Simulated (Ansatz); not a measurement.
**Phonon spectrum of Ge₂SbO₄**

Theory: DFT PBE, scalar-relativistic, plane waves, PAW (Ansatz 0.2.0). Plane waves to 420 eV; Γ-centred k mesh 12×12×2; Gaussian smearing of 0.10 eV. No spin polarisation. Phonons by linear response, acoustic sum rule imposed.

Equilibrium structure at this level:
```yaml
crystal:
  lattice:
    - [2.95461, 0.00000, 0.00000]
    - [-1.47731, 2.55877, 0.00000]
    - [0.00000, 0.00000, 16.43664]
  atoms:
    - { symbol: Ge, position: [0.33333, 0.66667, 0.32144] }
    - { symbol: Ge, position: [0.66667, 0.33333, 0.67856] }
    - { symbol: Sb, position: [0.00000, 0.00000, 0.00000] }
    - { symbol: O, position: [0.66667, 0.33333, 0.26265] }
    - { symbol: O, position: [0.00000, 0.00000, 0.37960] }
    - { symbol: O, position: [0.00000, 0.00000, 0.62040] }
    - { symbol: O, position: [0.33333, 0.66667, 0.73735] }
```

The structure comes from a proposed guess, relaxed at this level; another structure or a mixture of phases may lie lower. In a metal, frequencies and elastic constants depend on the k mesh and the smearing, soft modes and shear constants most. Some empty bands missed the eigensolver's threshold. Spin–orbit coupling is left out, which matters for heavy elements. The q mesh is coarse, so values between its points are rough. No dispersion correction is applied, so modes and constants that involve weak contacts between layers, chains or molecules come out too soft.

Force constants from linear response on a 3×3×1 q mesh.

Path: Γ–M–K–Γ–A–L–H–A | L–M | H–K. Only the points of the 3×3×1 mesh were computed; the rest is interpolation, which is rough on so few points. At q = (0.333, 0.333, 0.000) a computed mode is imaginary, 65i cm⁻¹, so the cell is unstable at this level. Distance along the path (Å⁻¹), then the branches (cm⁻¹, negative for imaginary):
```
0.000  -4 -4 -1 -1 0 0 0 13 14 361 361 361 361 445 445 445 445 537 541 595 618
0.307  -19 -17 28 29 86 87 88 124 124 362 362 420 422 454 454 458 459 536 538 580 597
0.614  36 50 74 76 150 150 158 233 233 355 356 440 443 476 476 509 515 545 545 577 582
0.921  16 60 131 132 180 180 204 294 295 335 335 426 428 496 496 508 512 574 575 614 617
1.228  -25 63 140 142 188 188 220 308 308 320 321 429 430 504 504 515 520 587 588 619 621
1.405  -33 78 140 141 198 199 216 307 307 333 334 422 424 508 512 513 514 584 584 615 616
1.582  -49 109 139 140 206 226 226 305 305 363 363 413 414 488 491 531 531 576 576 604 605
1.759  -60 139 139 141 189 259 259 298 299 391 391 413 414 458 460 549 549 570 571 587 588
1.937  -64 139 139 168 168 283 283 286 286 402 402 428 428 430 433 561 561 571 571 574 574
2.291  -46 120 136 136 192 231 232 299 299 390 390 404 405 461 463 538 539 580 581 589 591
2.646  29 75 92 93 167 175 175 252 252 379 380 427 431 454 455 527 530 566 567 571 576
3.000  -15 -12 30 36 97 101 102 141 141 365 366 426 428 454 456 468 468 535 538 576 592
3.354  -4 -4 -1 -1 0 0 0 13 14 361 361 361 361 445 445 445 445 537 541 595 618
3.402  -4 -4 -1 -1 0 0 2 12 14 361 361 361 361 445 445 445 445 537 541 595 618
3.450  -4 -4 -1 -1 0 0 4 11 15 361 361 361 361 445 445 445 445 537 541 595 618
3.498  -4 -4 -1 -1 -1 -1 6 9 15 361 361 361 361 445 445 445 445 537 541 595 618
3.546  -4 -4 -1 -1 -1 -1 7 8 15 361 361 361 361 445 445 445 445 537 541 595 618
3.852  -19 -17 28 29 86 87 88 124 124 362 362 420 422 454 454 458 459 536 538 580 597
4.159  36 50 74 76 150 150 158 233 233 355 356 440 443 476 476 509 515 545 545 577 582
4.466  16 60 131 132 180 180 204 294 295 335 335 426 428 496 496 508 512 574 575 614 617
4.773  -25 63 140 142 188 188 220 308 308 320 321 429 430 504 504 515 520 587 588 619 621
4.950  -33 78 140 141 198 199 216 307 307 333 334 422 424 508 512 513 514 584 584 615 616
5.128  -49 109 139 140 206 226 226 305 305 363 363 413 414 488 491 531 531 576 576 604 605
5.305  -60 139 139 141 189 259 259 298 299 391 391 413 414 458 460 549 549 570 571 587 588
5.482  -64 139 139 168 168 283 283 286 286 402 402 428 428 430 433 561 561 571 571 574 574
5.837  -46 120 136 136 192 231 232 299 299 390 390 404 405 461 463 538 539 580 581 589 591
6.191  29 75 92 93 167 175 175 252 252 379 380 427 431 454 455 527 530 566 567 571 576
6.545  -15 -12 30 36 97 101 102 141 141 365 366 426 428 454 456 468 468 535 538 576 592
6.900  -4 -4 -1 -1 -1 -1 7 8 15 361 361 361 361 445 445 445 445 537 541 595 618
6.924  -25 63 140 142 188 188 220 308 308 320 321 429 430 504 504 515 520 587 588 619 621
6.971  -25 63 140 142 188 188 220 308 308 320 321 429 430 504 504 515 520 587 588 619 621
7.019  -25 63 140 142 188 188 220 308 308 320 321 429 430 504 504 515 520 587 588 619 621
7.067  -25 63 140 142 188 188 220 308 308 320 321 429 430 504 504 515 520 587 588 619 621
7.091  -64 139 139 168 168 283 283 286 286 402 402 428 428 430 433 561 561 571 571 574 574
7.139  -64 139 139 168 168 283 283 286 286 402 402 428 428 430 433 561 561 571 571 574 574
7.186  -64 139 139 168 168 283 283 286 286 402 402 428 428 430 433 561 561 571 571 574 574
7.234  -64 139 139 168 168 283 283 286 286 402 402 428 428 430 433 561 561 571 571 574 574
7.282  -64 139 139 168 168 283 283 286 286 402 402 428 428 430 433 561 561 571 571 574 574
```
